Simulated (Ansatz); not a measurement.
Nb$_{2}$PC:
```xyz
8
Lattice="3.2646 0.0000 0.0000 -1.6323 2.8272 0.0000 0.0000 0.0000 11.5456" Properties=species:S:1:pos:R:3 pbc="T T T"
Nb     0.0000     1.8848     4.6191
Nb     1.6323     0.9424     6.9265
Nb     1.6323     0.9424    10.3919
Nb     0.0000     1.8848     1.1537
P      1.6323     0.9424     2.8864
P      0.0000     1.8848     8.6592
C      0.0000     0.0000     5.7728
C      0.0000     0.0000     0.0000
```

Relaxed with PBEsol. Special points in fractions of this cell's reciprocal vectors: Γ (0.000, 0.000, 0.000); M (0.500, 0.000, 0.000); K (0.333, 0.333, 0.000); A (0.000, 0.000, 0.500); L (0.500, 0.000, 0.500); H (0.333, 0.333, 0.500).

Q: List the band energies nearest the Fermi level at these points for PBEsol (plane waves, PAW; program Ansatz).

A: In eV from the Fermi level; about four levels below and three above (degenerate sets whole), none deeper than 8.9 eV; points with the same levels are listed once.

| k | below | above |
|---|---|---|
| Γ | -1.28 -1.28 -1.13 -1.13 | 0.17 0.17 0.27 |
| M | -3.32 -2.92 -2.53 -1.14 | 0.76 1.12 1.72 |
| K | -1.77 -0.21 -0.21 -0.08 | 0.89 0.89 1.49 |
| A | -0.98 -0.98 -0.98 -0.98 -0.40 -0.40 | 1.44 1.44 1.44 1.44 |
| L | -3.12 -3.12 -1.90 -1.90 | 1.43 1.43 1.60 1.60 |
| H | -1.09 -1.09 -0.18 -0.18 | 0.79 0.79 2.16 2.16 |

Space group P6_3/mmc. The first step of the workflow began from a Materials Project structure, measured or hypothetical; the Crystallography Open Database copy checked does not list it. Its standing as an ambient phase is unchecked. The cell was relaxed with PBEsol under the symmetry of its start; its stability against distortions is not shown here. The run is not spin-polarised. Spin–orbit coupling is left out wherever it is not named.

Potentials: the later of the program's two PAW sets.
